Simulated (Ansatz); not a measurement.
**TiO2 — ¹⁷O NMR of the central transition**

Cell: a COD entry, ions relaxed with PBE at fixed cell.

Space group Pbca (No. 61); a = 5.1450, b = 9.1850, c = 5.4470 Å.

```
site  Wyckoff  site symmetry       x       y       z
  Ti       8c              1  0.1386  0.1290  0.9056
  O9       8c              1  0.4646  0.2299  0.8913
 O17       8c              1  0.8161  0.0098  0.8506
```

One atom of each set is listed.

Level of theory: DFT, r2SCAN, plane waves and PAW (field gradients read without the response of the frozen cores, which leaves them typically 4 to 6 % off), scalar-relativistic, 500 eV cutoff, Γ-centred 5×3×4 k-points, Fermi–Dirac smearing 0.02 eV (Ansatz 0.2.0).

¹⁷O has I = 5/2 and Q = -25.58 mb (Pyykkö 2018); at 28.2 T its Larmor frequency is ν₀ = 162.8 MHz. Only the quadrupole interaction is simulated: positions count from each site's isotropic chemical shift, and J coupling is left out, as are shift anisotropy and dipolar coupling, which fast spinning averages.

(1) Give C_Q, η, the quadrupolar product P_Q = |C_Q|(1 + η²/3)^½, the second-order isotropic shift and the breadth of the pattern (fast magic-angle spinning) for each O site.

Answers

(1) 

```csv
site,first shell,C_Q (MHz),η,P_Q (MHz),δ_QIS (ppm),breadth (kHz)
O9,3 Ti at 1.92–2.07 Å,1.64,0.76,1.79,-0.723,0.268
O17,3 Ti at 1.86–2.01 Å,-1.37,0.96,1.57,-0.558,0.200
```

δ_QIS = −(ν_Q²/30ν₀²)[I(I+1) − 3/4](1 + η²/3) × 10⁶ ppm with ν_Q = 3|C_Q|/[2I(2I−1)]; it falls as 1/B₀² in ppm, and the breadth as 1/B₀ in kHz.
